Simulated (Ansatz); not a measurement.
A 14-atom cell of SiGe2N4 built on β-Si3N4 (relaxed group P2_1/m) at its r2SCAN geometry, run in Ansatz 0.2.0 at 2 levels of theory. Spin-unpolarised throughout. Whether this structure exists isn't addressed.

The r2SCAN input:
```yaml
crystal:
  lattice:
    - [7.9320061844, 0.0, 0.0140370444]
    - [0.0, 3.0185033197, 0.0]
    - [-3.9538272634, 0.0, 6.8081239431]
  atoms:
    - { symbol: Si, position: [0.4089316143, 0.25, 0.174647143] }
    - { symbol: Ge, position: [0.177375388, 0.75, 0.7721103904] }
    - { symbol: Ge, position: [0.2372103269, 0.75, 0.4046666318] }
    - { symbol: Ge, position: [0.7627896731, 0.25, 0.5953333682] }
    - { symbol: Ge, position: [0.822624612, 0.25, 0.2278896096] }
    - { symbol: Si, position: [0.5910683857, 0.75, 0.825352857] }
    - { symbol: "N", position: [0.6581783573, 0.25, 0.3285702482] }
    - { symbol: "N", position: [0.3418216427, 0.75, 0.6714297518] }
    - { symbol: "N", position: [0.3056425423, 0.25, 0.3231387434] }
    - { symbol: "N", position: [0.3400491184, 0.75, 0.0416406981] }
    - { symbol: "N", position: [0.971484834, 0.75, 0.3001350814] }
    - { symbol: "N", position: [0.028515166, 0.25, 0.6998649186] }
    - { symbol: "N", position: [0.6943574577, 0.75, 0.6768612566] }
    - { symbol: "N", position: [0.6599508816, 0.25, 0.9583593019] }
kpoints:
  mp_grid: { grid: [4, 8, 4] }
  band_path:
    path:
      - [0.0, 0.0, 0.0]
      - [0.0, 0.5, 0.0]
      - [0.5, 0.5, 0.0]
      - [0.5, 0.0, 0.0]
      - [0.0, 0.0, 0.5]
      - [0.0, 0.5, 0.5]
      - [-0.5, 0.5, 0.5]
      - [-0.5, 0.0, 0.5]
      - [0.0, 0.145833, 0.0]
    npoints: 1
hamiltonian:
  xc: r2scan
scf:
  occupations: { method: fixed }
  n_extra_bands: 7
output:
  forces: true
  stress: true
  eigenvalues: true
```

Main results, then, where recorded, the levels near the gap in eV from the Fermi energy (columns number the bands from 0), one row a point of the path (Γ, Z, D, B, A, E, C₂, Y₂, Γ–Z (0.29)):
```
Crystal: 14 atoms, lattice volume = 163.173 Å³
Symmetry: 4 space group operations
Space group: P21/m (ITA 11)
```
```
Basis set: ecut = 500 eV, 4163 PW (Γ)
k-points: 50 of 128
SCF converged after 8 iterations
Free energy (F): -21575.648546 eV
Fermi energy:    8.451013 eV
--- Forces (eV/Å), atoms counted from 1 ---
  atom   1  Si    -0.00262      0.00000      0.00159
  atom   2  Ge      0.00193      0.00000      0.00135
  atom   3  Ge    -0.00163      0.00000    -0.00025
  atom   4  Ge      0.00163      0.00000      0.00025
  atom   5  Ge    -0.00193      0.00000    -0.00135
  atom   6  Si      0.00262      0.00000    -0.00159
  atom   7  N       0.00195      0.00000    -0.00016
  atom   8  N     -0.00195      0.00000      0.00016
  atom   9  N       0.00153      0.00000    -0.00090
  atom  10  N       0.00033      0.00000    -0.00147
  atom  11  N       0.00185      0.00000      0.00071
  atom  12  N     -0.00185      0.00000    -0.00071
  atom  13  N     -0.00153      0.00000      0.00090
  atom  14  N     -0.00033      0.00000      0.00147
--- Stress (GPa, compression-positive) ---
       -0.006925       0.000000       0.002441
        0.000000       0.000667       0.000000
        0.002467       0.000000      -0.007947
  P = ⅓ Tr σ = -0.0047 GPa (-0.047 kbar)
```
```tsv
band_47	band_48	band_49	band_50	band_51	band_52	band_53	band_54
-1.028	-0.860	-0.422	-0.296	-0.049	3.471	4.351	4.531
-1.439	-1.348	-1.348	-1.165	-1.165	4.840	4.840	5.213
-1.550	-1.257	-1.257	-1.022	-1.022	5.084	5.084	5.674
-1.283	-1.128	-0.657	-0.175	-0.091	4.272	4.699	4.805
-1.321	-1.061	-0.600	-0.208	-0.085	3.955	4.557	4.962
-1.724	-1.308	-1.308	-0.853	-0.853	4.540	4.540	6.019
-1.628	-1.252	-1.252	-0.917	-0.917	4.683	4.683	5.713
-1.427	-1.298	-0.526	-0.134	-0.132	4.600	4.635	4.860
-1.134	-1.007	-0.883	-0.791	0.002	4.397	4.990	5.711
```

r2SCAN gives an indirect gap of 3.47 eV, from Γ–Z (0.29 of the way from Γ) to Γ; the least direct gap is 3.52 eV at Γ.

Problem. In the first input these blocks are replaced (the band path and keys that only write files left aside):
```yaml
kpoints:
  mp_grid: { grid: [2, 6, 2] }
hamiltonian:
  xc: hse06
```
What comes out?

Solution.
```
Basis set: ecut = 420 eV, 3145 PW (Γ)
k-points: 16 of 24
Exchange kernel: α = 0.2500, screened, ω = 0.2079 Å⁻¹, Wigner–Seitz truncation, v(0) = 1033.4634 eV·Å³, q-mesh 2×6×2
hybrid outer 1: dexx = +4.777e-2 eV, tail = 1.82e-4 eV
hybrid outer 2: dexx = +1.286e-6 eV, tail = 5.43e-8 eV, Δε = 1.90e-3 eV, ΔF = 3.40e-3 eV/Å
hybrid SCF converged: 2 outer / 14 inner (+3 warm-up)
Free energy (F): -21533.017117 eV
Fermi energy:    7.804800 eV
--- Forces (eV/Å), atoms counted from 1 ---
  atom   1  Si      0.01745      0.00000      0.03220
  atom   2  Ge      0.02335      0.00000      0.00420
  atom   3  Ge      0.04857      0.00000    -0.00032
  atom   4  Ge    -0.04857      0.00000      0.00032
  atom   5  Ge    -0.02335      0.00000    -0.00420
  atom   6  Si    -0.01745      0.00000    -0.03220
  atom   7  N       0.03815      0.00000      0.02486
  atom   8  N     -0.03815      0.00000    -0.02486
  atom   9  N     -0.05730      0.00000      0.02471
  atom  10  N     -0.02318      0.00000    -0.02983
  atom  11  N     -0.02406      0.00000    -0.02649
  atom  12  N       0.02406      0.00000      0.02649
  atom  13  N       0.05730      0.00000    -0.02471
  atom  14  N       0.02318      0.00000      0.02983
--- Stress (GPa, compression-positive) ---
       -0.720402       0.000000      -0.023814
        0.000000      -0.581352       0.000000
       -0.023813       0.000000      -0.646201
  P = ⅓ Tr σ = -0.6493 GPa (-6.493 kbar)
```
```tsv
band_47	band_48	band_49	band_50	band_51	band_52	band_53	band_54
-1.006	-0.840	-0.441	-0.293	-0.051	4.497	5.358	5.452
-1.503	-1.425	-1.425	-1.213	-1.213	5.736	5.736	6.103
-1.627	-1.299	-1.299	-1.070	-1.070	6.000	6.000	6.642
-1.318	-1.135	-0.656	-0.176	-0.089	5.281	5.655	5.783
-1.318	-1.089	-0.605	-0.211	-0.084	4.930	5.596	5.868
-1.805	-1.373	-1.373	-0.881	-0.881	5.479	5.479	6.956
-1.710	-1.318	-1.318	-0.938	-0.938	5.629	5.629	6.664
-1.442	-1.336	-0.526	-0.140	-0.126	5.569	5.645	5.807
-1.132	-1.055	-0.881	-0.796	0.004	5.433	6.014	6.733
```
HSE06 gives an indirect gap of 4.49 eV, from Γ–Z (0.29 of the way from Γ) to Γ; the least direct gap is 4.55 eV at Γ. With the atoms held, the mean pressure is -0.6 GPa (compression positive). (The program warns that its thresholds are loose for a hybrid's stress.)

Small level splittings and stresses of the hybrids carry the error of their coarser meshes.

Totals of different functionals can't be compared.

Spin-orbit coupling is left out.

The meshes of the hybrids are coarse, so their gaps aren't converged to the digits shown.
